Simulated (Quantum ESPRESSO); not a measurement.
# Strain and stress in Mg2CaZnO4

Calculated results; nothing here was measured. They come from pw.x of Quantum ESPRESSO 7.5, a plane-wave density functional program, with PseudoDojo standard norm-conserving files (v0.5 for PBE, v0.4.1 for LDA and PBEsol). The cells are made up: elements, strain and atom displacements were drawn at random, and nothing was relaxed. There is no spin polarisation, spin-orbit coupling or dispersion term.

The cell has 8 sites of a rocksalt lattice. Sites 1 to 4 hold Mg Ca Zn Mg; sites 5 to 8 hold O O O O. Cell vectors in Å: (4.537, 0.016, -0.054); (0.016, 4.580, 0.010); (-0.054, 0.010, 4.616). Settings: PBE, cutoff 1143 eV, 4 x 4 x 4 k mesh shifted by half a step, Fermi-Dirac smearing of 0.025 eV.

Each run adds the same linear strain along x, y and z to one cell, with the atoms carried along; the vectors above are those of run 4. Stress is positive in tension and P is minus a third of its trace. E is the free energy for each atom above the lowest run shown.

```
run  strain (%)  s_xx (GPa)  s_yy (GPa)  s_zz (GPa)  s_xy (GPa)  P (GPa)  E (meV/atom)
  1       -2.09        0.73        1.52        2.41        0.55    -1.55          0.00
  2       -1.48        3.11        3.82        4.57        0.54    -3.83          3.53
  3       -1.27        3.88        4.56        5.27        0.54    -4.57          5.41
  4        0.17        8.59        9.11        9.53        0.51    -9.07         27.24
  6        2.23       13.79       14.10       14.19        0.47   -14.03         82.19
  7        2.48       14.31       14.60       14.66        0.47   -14.52         90.50
  5        1.16           ?           ?           ?           ?        ?             ?
```

A rerun of one of these cells at 1437 eV and k mesh 6 x 6 x 6 moved values by no more than 0.002 eV in the cell's energy, 0.04 GPa in stress and 0.002 eV/Å in force.

## Worked fit

A parabola through the six runs shown gives P = -8.60 - 2.92 e + 0.214 e² GPa, with e in per cent and a scatter of 0.03 GPa. A linear strain of 1 % changes the volume by about 3 %, so the bulk modulus of this cell with clamped atoms is about 97 ± 2 GPa at e = 0. The error is the larger of the fit's own and the change that a cubic makes, rounded up.

## Withheld run

Question: what P should run 5 give?

The fit gives -11.70 GPa. The calculation gave -11.65 GPa.

```
run  strain (%)  s_xx (GPa)  s_yy (GPa)  s_zz (GPa)  s_xy (GPa)  P (GPa)  E (meV/atom)
  5        1.16       11.29       11.70       11.96        0.49   -11.65         50.44
```